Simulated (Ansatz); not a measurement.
HfGe in space group I4_1md (No. 109; Hf on 4a, Ge on 4a) under volume change, PBE in the plane-wave PAW code Ansatz, shape and atoms relaxed at each volume.

| V (Å³/atom) | E − E(relaxed) (meV/atom) | P (GPa) |
|---|---|---|
| 18.880 | ___ | ___ |
| 19.502 | 27.9 | 7.58 |
| 20.125 | 6.6 | 3.50 |
| 20.747 | 0.0 | 0.00 |
| 21.370 | 6.0 | -3.00 |
| 21.992 | ___ | ___ |
| 22.615 | 48.9 | -7.79 |

Q: Some entries are withheld; supply them.

A: 
- 21.992, E − E(relaxed) (meV/atom): 22.8
- 21.992, P (GPa): -5.58
- 18.880, E − E(relaxed) (meV/atom): 66.4
- 18.880, P (GPa): 12.33

Q: What does a third-order Birch–Murnaghan fit give for V₀, B₀ and B′?

A: V₀ = 20.75 Å³/atom, B₀ = 108 GPa, B′ = 4.1.

The cell is a constructed one: a structure type filled with these elements; neither database checked (COD, Materials Project) lists it. Its standing as an ambient phase is unchecked. Symmetry was held in the PBE relaxation; whether a distortion lowers the energy is not shown. The run is not spin-polarised. Scalar-relativistic: spin–orbit coupling is off unless named, which matters more the heavier the elements.

Potentials: the later of the program's two PAW sets.
